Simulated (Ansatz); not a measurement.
# Elastic constants of MnPt3: input and output

Method: DFT LDA, scalar-relativistic, plane waves, PAW in Ansatz.

Launched with:
```bash
ansatz run input.yaml --threads 2 --pin off --max-ram 6144MiB --backend cpu --events-out ev --progress --plain --runs-dir out
```

Input (bare energies are in eV):
```yaml
crystal:
  lattice:
    - [3.8422642413, 0.0, 0.0]
    - [0.0, 3.8422642413, 0.0]
    - [0.0, 0.0, 3.8422642413]
  atoms:
    - { symbol: Mn, position: [0.0, 0.0, 0.0], spin: 3.91 }
    - { symbol: Pt, position: [0.0, 0.5, 0.5], spin: 0.17 }
    - { symbol: Pt, position: [0.5, 0.0, 0.5], spin: 0.17 }
    - { symbol: Pt, position: [0.5, 0.5, 0.0], spin: 0.17 }
basis:
  ecutwfc: 420
kpoints:
  mp_grid: { grid: [12, 12, 12] }
hamiltonian:
  xc: lda
scf:
  occupations: { method: gaussian, width: 0.2 }
output:
  forces: true
  stress: true
  eigenvalues: true
  populations: true
magnetization:
  spin_polarized: true
elastic:
  mode: relaxed_ion
  amplitude: 0.005
  stencil: two_point
```

From the output:
```
--- Elastic constants: 2 strain directions × 2 members + reference (group order 48) ---
  dense FFT box of the reference and of every strained cell: 27×27×27
  strains applied: 11, 23; error gains: componentwise 1.00 (the most a stress slope's error grows in a printed constant), spectral 1.73 (1 for all six strains in a standard setting)
  C = ∂σ_k/∂η_j (tension-positive GPa; Voigt order 11 22 33 23 13 12):
       378.539    217.953    217.953     -0.000     -0.000     -0.000
       217.953    378.539    217.953     -0.000     -0.000     -0.000
       217.953    217.953    378.539     -0.000     -0.000     -0.000
        -0.000     -0.000      0.000    139.755     -0.000      0.000
         0.000      0.000     -0.000      0.000    139.755      0.000
        -0.000     -0.000     -0.000      0.000      0.000    139.755
  reference stress σ⁰ (GPa):     -0.000     -0.000     -0.000     -0.000     -0.000     -0.000
  C* (energy form; C + prestress term) asymmetry max|C*_kj − C*_jk| = 2.842e-14 GPa — a small one proves nothing (zero by symmetry where the batch's group is 432, −43m or m−3m); a large one is finite-difference/SCF noise where every solve ...
  moduli (Voigt/Reuss/Hill, GPa): K = 271.48/271.48/271.48   G = 115.97/107.82/111.89   E = 295.13   ν = 0.319
  mechanically stable: yes (min eigenvalue of sym C = 139.76 GPa)
  strain η (Voigt 11):  stress-route row diagonal C_11 = 378.54 GPa, energy-path curvature d²(F+E_count+ΔE)/dδ²/Ω₀ = 378.54 GPa
         δ    σ_11 (GPa) F (eV) n_scf n_hpsi n_pw
    -5.000e-3      -1.9207      -40577.2495247      14  384209   1120   relax 0 steps, max|allowed force component| 4.47e-28 eV/Å
     5.000e-3       1.8647      -40577.2495546      10  278860   1141   relax 0 steps, max|allowed force component| 4.46e-28 eV/Å
  strain η (Voigt 23):  stress-route row diagonal C_44 = 139.76 GPa, energy-path curvature d²(F+E_count+ΔE)/dδ²/Ω₀ = 139.77 GPa
         δ    σ_23 (GPa) F (eV) n_scf n_hpsi n_pw
    -5.000e-3      -0.6988      -40577.2505941      10  487489   1141   relax 0 steps, max|allowed force component| 1.18e-28 eV/Å
     5.000e-3       0.6988      -40577.2505941      10  418548   1141   relax 0 steps, max|allowed force component| 1.54e-28 eV/Å
--- Löwdin populations: 4 sites ---
  site symbol q [e]    m [muB]
     0     Mn     14.5270     3.6618
     1     Pt     17.9354     0.1565
     2     Pt     17.9354     0.1565
     3     Pt     17.9354     0.1565
  spilling = 0.009663 (of n_electrons = 69.000000)
```

Time: 2.3 min on 2 threads of Oxide Virtual Turin-like Processor (Zen 5), with other jobs on the host, peak memory 1.3 GiB.

In a metal, frequencies and elastic constants depend on the k mesh and the smearing, soft modes and shear constants most. Spin–orbit coupling is left out, which matters for heavy elements.